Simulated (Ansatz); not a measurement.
BaTaO$_{3}$:
```
CELL_PARAMETERS angstrom
      4.09098     0.00000     0.00000
      0.00000     4.09098     0.00000
      0.00000     0.00000     4.09098
ATOMIC_POSITIONS crystal
  Ta 0.50000 0.50000 0.50000
  Ba 0.00000 0.00000 0.00000
  O  0.00000 0.50000 0.50000
  O  0.50000 0.00000 0.50000
  O  0.50000 0.50000 0.00000
```

Relaxed with r²SCAN.

Question: Give the Bader charges and basin volumes of the independent atoms, DFT-r²SCAN in the program Ansatz with PAW potentials.

Answer: 

```json
[
 {"atom": "Ta1", "Bader charge (e)": "+2.59", "Bader volume (Å³)": "10.1"},
 {"atom": "Ba2", "Bader charge (e)": "+1.55", "Bader volume (Å³)": "21.1"},
 {"atom": "O3", "Bader charge (e)": "-1.38", "Bader volume (Å³)": "12.4"}
]
```

Space group Pm-3m (cubic perovskite). The start of the workflow was typed in or built on a structure type; the Crystallography Open Database copy checked does not list it. Its standing as an ambient phase is unchecked. Symmetry was held in the r²SCAN relaxation; its stability against distortions is not shown here. No spin polarisation was allowed. The volume moved by -17 % from the start of the relaxation. Spin–orbit coupling is left out wherever it is not named.

Potentials: the earlier of the program's two PAW sets.
